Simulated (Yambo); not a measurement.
LiTaF6 (space group R-3, No. 148), G0W0@PBEsol in Yambo with this input:

```
rim_cut
gw0
dyson
el_el_corr
HF_and_locXC
ppa
em1d
RandQpts= 1000000
RandGvec= 1 Ry
EXXRLvcs= 84 Ry
VXCRLvcs= 336 Ry
Chimod= "HARTREE"
% BndsRnXp
 2 | 160 |
%
NGsBlkXp= 7 Ry
% LongDrXp
 1.0 | 1.0 | 1.0 |
%
PPAPntXp= 27.2114 eV
% GbndRnge
 1 | 160 |
%
GTermKind= "BG"
DysSolver= "n"
ExtendOut
```

On a 2×2×2 mesh, with wavefunctions cut at 84 Ry, the gap (Γ → L) is 11.146 eV and the valence edge shifts by -2.175 eV.

### Question
What happens with this change: 6 Ry block?

### Answer
The gap rises by 0.039 eV, to 11.185 eV; the shift of the valence edge becomes -2.198 eV. Neither run is shown to be the converged limit.

Spin-orbit coupling is not included.

Geometry of the Materials Project entry, not relaxed at this level; primitive cell a = b = c = 5.4214 Å, α = β = γ = 56.95°.

The structure is a Materials Project entry; no match was found in the copy of COD used, and its stability was not checked.

A shift is the quasiparticle energy of the state minus its PBEsol energy.
